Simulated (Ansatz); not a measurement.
Relaxed-ion elastic tensor of Tl3VSe4 in space group I-43m (No. 217; V on 2a, Tl on 6b, Se on 8c) in GPa (Voigt order), plane-wave PAW PBEsol (Ansatz code); density 7.24 g/cm³, 28.10 Å³ per atom.

```
50.4  15.2  15.2   0.0   0.0   0.0
15.2  50.4  15.2   0.0   0.0   0.0
15.2  15.2  50.4   0.0   0.0   0.0
 0.0   0.0   0.0   4.4   0.0   0.0
 0.0   0.0   0.0   0.0   4.4   0.0
 0.0   0.0   0.0   0.0   0.0   4.4
```

Question: Is the crystal mechanically stable?

Answer: Yes: the smallest eigenvalue of C is 4.4 GPa.

Question: Work out the Voigt, Reuss and Hill averages.

Answer: K_V = 27.0, K_R = 27.0, K_H = 27.0; G_V = 9.6, G_R = 6.2, G_H = 7.9 GPa.

Question: Give Young's modulus, Poisson's ratio, Pugh's ratio and the universal anisotropy index.

Answer: E = 9KG/(3K + G) = 21.7 GPa; ν = 0.37; K/G = 3.40 (ductile by the Pugh limit of 1.75); A_U = 5G_V/G_R + K_V/K_R − 6 = 2.74.

Question: Estimate the sound speeds and the Debye temperature.

Answer: v_l = √((K + 4G/3)/ρ) = 2280 m/s, v_t = √(G/ρ) = 1050 m/s, mean 1180 m/s; Θ = (h/k)(3n/4πV)^(1/3) v_m = 116 K.

Question: Give the Zener ratio and Young's modulus along [100], [110] and [111].

Answer: A = 2C44/(C11 − C12) = 0.25; 1/E = S11 − 2(S11 − S12 − S44/2)Γ with Γ = 0, 1/4, 1/3 gives 43.3, 15.1, 12.4 GPa.

Question: Solve the Christoffel equation for the three sound speeds along [100], [110], [111].

Answer: Eigenvalues of C_ijkl n_j n_l equal ρv² (piezoelectric stiffening left out). In km/s, slowest first: [100] 0.78, 0.78, 2.64; [110] 0.78, 1.56, 2.27; [111] 1.35, 1.35, 2.13.

The workflow started from a Materials Project entry (that database holds measured and hypothetical structures alike); the Crystallography Open Database copy checked does not list it. Whether it is the stable phase at ambient conditions was not checked. Symmetry was held in the PBEsol relaxation; whether a distortion lowers the energy is not shown. The run is not spin-polarised. Scalar-relativistic: spin–orbit coupling is off unless named, which matters more the heavier the elements.

Potentials: the later of the program's two PAW sets.
